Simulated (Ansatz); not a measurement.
RbSb₄F₁₃ — Rb-87 NMR of the central transition

Cell: a COD entry whose atoms were relaxed with PBE, the cell held.

Space group I4/m (No. 87); a = 9.6350, c = 6.5630 Å.

```
site  Wyckoff  site symmetry       x       y       z
  Rb       2b          4/m..  0.0000  0.0000  0.5000
  Sb       8h            m..  0.2771  0.9937  0.0000
  F6       2a          4/m..  0.0000  0.0000  0.0000
  F7       8h            m..  0.3766  0.9386  0.5000
 F11      16i              1  0.1126  0.7918  0.7780
```

One atom of each set is listed; the run and its k-mesh use a cell of 18 atoms with edges of 7.56, 7.56, 7.56 Å.

Method: Kohn–Sham DFT in Ansatz, r2SCAN, plane waves and PAW, scalar-relativistic, 500 eV cutoff, Γ-centred 5×5×5 k-points, Fermi–Dirac smearing 0.02 eV.

Rb-87 has I = 3/2 and Q = 133.5 mb (Pyykkö 2018); at 9.4 T its Larmor frequency is ν₀ = 131.4 MHz. Only the quadrupole interaction is simulated: positions count from each site's isotropic chemical shift, and J coupling is left out, as are shift anisotropy and dipolar coupling, which fast spinning averages.

Simulated pattern of one Rb site (fast magic-angle spinning, Gaussian broadening 0.5 kHz):

| offset (kHz) | height |
| --- | --- |
| -21.37 | 0 |
| -20.87 | 0 |
| -20.37 | 3 |
| -19.86 | 4 |
| -19.36 | 4 |
| -18.86 | 4 |
| -18.36 | 5 |
| -17.86 | 5 |
| -17.36 | 5 |
| -16.85 | 5 |
| -16.35 | 5 |
| -15.85 | 5 |
| -15.35 | 5 |
| -14.85 | 5 |
| -14.34 | 6 |
| -13.84 | 6 |
| -13.34 | 10 |
| -12.84 | 67 |
| -12.34 | 70 |
| -11.83 | 48 |
| -11.33 | 41 |
| -10.83 | 36 |
| -10.33 | 35 |
| -9.83 | 33 |
| -9.32 | 32 |
| -8.82 | 32 |
| -8.32 | 31 |
| -7.82 | 31 |
| -7.32 | 32 |
| -6.81 | 33 |
| -6.31 | 34 |
| -5.81 | 36 |
| -5.31 | 39 |
| -4.81 | 43 |
| -4.30 | 49 |
| -3.80 | 62 |
| -3.30 | 100 |
| -2.80 | 66 |
| -2.30 | 2 |
| -1.79 | 0 |

Question: Which |C_Q| and η does the pattern imply?

Answer: The pattern spans 17.6 kHz before broadening and its centre of gravity is at -8.20 kHz, which fixes P_Q; the places of the horns and steps fix η. That gives P_Q = 6.56 MHz, |C_Q| = 6.56 MHz and η = 0.00. The sign of C_Q can't be read from the pattern.

An axis of threefold or higher order runs through Rb, so V_zz lies along it and η is zero.

The largest force is 0.8 eV/Å, so the atoms aren't at the calculated equilibrium and relaxing them would move these values. Without spin–orbit coupling (the program notes it for Rb) the gradients are little affected as a rule: paired runs on crystals with a gap mostly move them by under 2 % at such atoms. The database positions were far from equilibrium, so the relaxed structure may not be the compound's real one.
